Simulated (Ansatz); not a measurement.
Method: DFT PBE, scalar-relativistic, plane waves, PAW (Ansatz). All cells share a 420 eV cutoff and Γ-centred k meshes spaced at most about 0.3 Å⁻¹ (about 0.25 or finer for metals, 2π included). No spin polarisation in the final relaxations.

All energies are static (0 K, no zero-point motion).

Two forms of MgCdO were relaxed alike.

A. Space group Cmcm (No. 63), orthorhombic, a = 2.868 Å, b = 12.387 Å, c = 5.628 Å. Mg has 4 O at 2.02 Å and 4 Mg at 2.81–2.87 Å; Cd has 1 O at 2.70 Å and 2 Cd at 2.87 Å; O is surrounded by 4 Mg at 2.02 Å and 1 Cd at 2.70 Å.

B. Space group P4/nmm (No. 129), tetragonal, a = 4.018 Å, c = 7.494 Å. Around Mg lie 4 O at 2.01 Å and 4 Mg at 2.85 Å; around Cd lie 4 Cd at 2.93 Å; O is surrounded by 4 Mg at 2.01 Å.

Question: Which is lower in energy, and by how much?

Answer: A is lower, by 86 meV/atom. A has space group Cmcm (No. 63), 16.7 Å³/atom and no gap on its mesh; B has space group P4/nmm (No. 129), 20.2 Å³/atom and no gap. Counting O atoms around Cd and Mg (those within 1.25 times the shortest such distance or 1.15 times the sum of covalent radii; a plus sign parts nearer from farther groups; the shortest distance is added where it is long for a bond), A has Mg 4, Cd 1 from 2.7 Å and B has Mg 4, Cd 4+4 from 3.9 Å. The denser one is the lower, and pressure would at first widen the difference. Both come from invented guesses.

Cells relaxed within their symmetry can be saddle points.
